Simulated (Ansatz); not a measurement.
Relaxed AgCl (rock salt):

```yaml
crystal:
  lattice:
    - [0.00000, 5.61150, 5.61150]
    - [2.80575, 0.00000, 2.80575]
    - [2.80575, 2.80575, 0.00000]
  atoms:
    - { symbol: Cl, position: [0.00000, 0.00000, 0.00000] }
    - { symbol: Cl, position: [0.50000, 0.00000, 0.00000] }
    - { symbol: Ag, position: [0.25000, 0.50000, 0.50000] }
    - { symbol: Ag, position: [0.75000, 0.50000, 0.50000] }
```

A phonon eigenvector at L = (0.5, 0.0, 0.0) is frozen into this cell: atom i moves by Q times the vector below, so Q is the largest atomic displacement, in Å. The cell is held. (q is in reciprocal vectors of the primitive cell; the cell shown is doubled to hold the pattern.)

| atom | x | y | z |
|---|---|---|---|
| Cl1 | -0.577 | 0.577 | 0.577 |
| Cl2 | 0.577 | -0.577 | -0.577 |

Atoms not listed stay in place.

Calculation: PBE (plane waves to 420 eV, PAW, scalar-relativistic; Ansatz, a quantum-chemistry and plane-wave program). k mesh 5×10×10 (Γ-centred), Fermi-Dirac smearing 0.05 eV. AgCl was relaxed with its symmetry unable to fall. 

```tsv
Q (Å)	−dE/dQ from forces (eV/Å)
-0.100	0.836
-0.083	0.695
-0.067	0.555
-0.050	0.416
-0.033	0.277
-0.017	0.138
0.000	0.000
0.017	-0.138
0.033	-0.277
0.050	-0.416
0.067	-0.555
0.083	-0.695
0.100	-0.836
```

Task: What harmonic wavenumber does the curvature at Q = 0 give?

Result: 178 cm⁻¹. E″ = 8.30 eV/Å², M = Σ mᵢ|uᵢ|² = 70.9 u, ν̃ = 521.5·√(|E″|/M).

(A displaced cell: forces are minus the slopes of the energy, force constants its curvatures, and phonons follow from these.)
